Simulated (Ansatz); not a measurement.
# Ti: a vibration from a frozen displacement

The calculation used DFT r2SCAN, scalar-relativistic, plane waves, PAW (Ansatz). Cutoff 500 eV, Γ-centred 10×10×10 k-points, Gaussian smearing of 0.15 eV. No spin polarisation. Energies are free energies at this smearing, counted from the undisturbed cell; pressure is positive in compression.

Zero of the scan (as given, not relaxed at this level; it stands at -2.8 GPa; this bcc form isn't the usual structure):

```xyz
8
Lattice="3.2820 3.2820 -3.2820 3.2820 -3.2820 3.2820 -3.2820 -3.2820 -3.2820" Properties=species:S:1:pos:R:3 pbc="T T T"
Ti   -1.6410   -1.6410   -1.6410
Ti    0.0000    0.0000   -3.2820
Ti    0.0000   -3.2820    0.0000
Ti    1.6410   -1.6410   -1.6410
Ti    0.0000    0.0000    0.0000
Ti    1.6410    1.6410   -1.6410
Ti    1.6410   -1.6410    1.6410
Ti    3.2820    0.0000    0.0000
```

Atom 1 (Ti) is moved by x along the Cartesian unit vector (0.577, 0.577, 0.577); the cell and all other atoms stay fixed. The cell's volume is 141.41 Å³; the moved atoms weigh 47.867 u together and the others 335.069 u. Some rows repeat others by symmetry and weren't run.

```csv
x (Å),ΔE (meV/cell),total force on the moved atoms along the move (eV/Å),pressure (GPa)
-0.3000,103.23,0.9265,-2.4795
-0.2625,72.32,0.7261,-2.5588
-0.2250,48.47,0.5503,-2.6279
-0.1875,30.71,0.4015,-2.6863
-0.1500,18.01,0.2801,-2.7338
-0.1125,9.38,0.1843,-2.7706
-0.0750,3.92,0.1100,-2.7968
-0.0375,0.94,0.0509,-2.8124
0.0000,0.00,0.0000,-2.8177
0.0375,0.94,-0.0509,-2.8124
0.0750,3.92,-0.1100,-2.7968
0.1125,9.38,-0.1843,-2.7706
0.1500,18.01,-0.2801,-2.7338
0.1875,30.71,-0.4015,-2.6863
0.2250,48.47,-0.5503,-2.6279
0.2625,72.32,-0.7261,-2.5588
0.3000,103.23,-0.9265,-2.4795
```

Q: What frequency belongs to this motion?

A: The force constant is k = −dF/dx = 1.358 eV/Å², from the parabola through x = -0.0375, 0 and 0.0375. In every cell the moved atoms swing against the rest, so the mass is μ = m₁m₂/(m₁ + m₂) = 41.884 u, and ν̃ = 521.5 cm⁻¹ × √(|k|/μ) = 94 cm⁻¹, at this cell's pressure of -2.8 GPa. The pattern needn't be a normal mode: ν̃² is then a weighted mean of the squared nonzero frequencies at the zone centre of this cell, so it lies between the lowest and the highest of them.

Q: How far does the harmonic law reach?

A: At x = -0.300 Å, kx²/2 = 61.11 meV against the computed 103.23 meV (+68.9 %): the well stiffens in this direction at large amplitude.

Q: The pressure changes with x². What does that say about the frequency under compression?

A: With E = k(V)x²/2, k ∝ V^(−2γ) and x scaling with the cell as V^(1/3), P − P0 = −∂E/∂V = (2γ − 2/3) ΔE/V. At x = 0.0750 Å, V(P − P0) = 141.41 × 0.02092 / 160.2 eV = 18.47 meV and ΔE = 3.92 meV, so γ = 1/3 + V(P − P0)/(2ΔE) = 2.69. This is the Grüneisen parameter of the motion under uniform scaling of the cell: shrinking the cell evenly by 1 % in volume raises the frequency by about 2.69 %.

In a metal these slopes depend on the k mesh and the smearing.